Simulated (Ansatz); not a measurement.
TiAl:
```
TiAl
1.0
    2.76465     0.00000     0.00000
    0.00000     2.76465     0.00000
    0.00000     0.00000     4.00335
Ti Al
1 1
Direct
  0.50000   0.50000   0.50000
  0.00000   0.00000   0.00000
```

Relaxed with LDA. Special points in fractions of this cell's reciprocal vectors: Γ (0.000, 0.000, 0.000); X (0.000, 0.500, 0.000); M (0.500, 0.500, 0.000); Z (0.000, 0.000, 0.500); R (0.000, 0.500, 0.500); A (0.500, 0.500, 0.500).

Question: List the band energies nearest the Fermi level at these points for LDA (plane waves, PAW; program Ansatz).

Answer: In eV from the Fermi level; about four levels below and three above (degenerate sets whole), none deeper than 8.9 eV; points with the same levels are listed once.

| k | below | above |
|---|---|---|
| Γ | -1.99 -0.92 -0.28 | 2.29 2.29 3.49 |
| X | -4.64 -4.53 -1.83 -0.29 | 1.79 2.69 4.68 |
| M | -0.36 -0.36 -0.28 -0.28 | 4.58 5.39 6.26 |
| Z | -7.70 -5.32 -0.74 | 0.60 1.93 1.93 |
| R | -5.06 -2.96 -1.20 -1.00 | 1.40 1.84 2.45 |
| A | -2.71 -2.37 -2.37 | 2.06 2.25 2.80 |

Space group P4/mmm (L1₀ or tetragonal B2). Symmetry was held in the LDA relaxation; of distortions, only those at the zone centre were tested. No spin polarisation was allowed.

Potentials: the earlier of the program's two PAW sets.
